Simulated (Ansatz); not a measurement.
**Ti (P6_3/mmc): electronic heat capacity and spin susceptibility from the density of states**

Theory: Ansatz 0.2.0, DFT PBEsol, scalar-relativistic, plane waves, PAW.

Plane waves to 420 eV, a k mesh through Γ of 18×18×10 on the computed 2-atom cell and Gaussian smearing (0.10 eV); no spin polarisation.

Relaxed cell: P6_3/mmc, a = 2.900 Å, b = 2.900 Å, c = 4.591 Å, α = 90.00°, β = 90.00°, γ = 120.00°, 2 atoms in the primitive cell.

The density of states at the Fermi level is 1.714 states/eV in the cell of 2 atoms (2 formula units; both spins, tetrahedra on a 27×27×15 mesh).

Problem. What Sommerfeld coefficient and Pauli susceptibility does this give?

Solution. Per formula unit N(E_F) = 0.857 states/eV. γ = (π²/3) k_B² N(E_F) N_A = 2.357 mJ/(mol K²) per state/eV, so γ = 2.0 mJ/(mol K²), a mole of formula units. χ_P = μ_B² N(E_F) N_A = 3.23×10⁻⁵ emu/mol per state/eV gives 2.8×10⁻⁵ emu/mol. This is the bare band result: a measured γ of the same phase is as a rule larger by a factor 1 + λ from phonons and spin fluctuations, the spin part of χ is larger by the Stoner factor, and a measured χ also holds orbital and core terms. N(E_F) at one energy is sensitive to the mesh where the density of states has sharp peaks.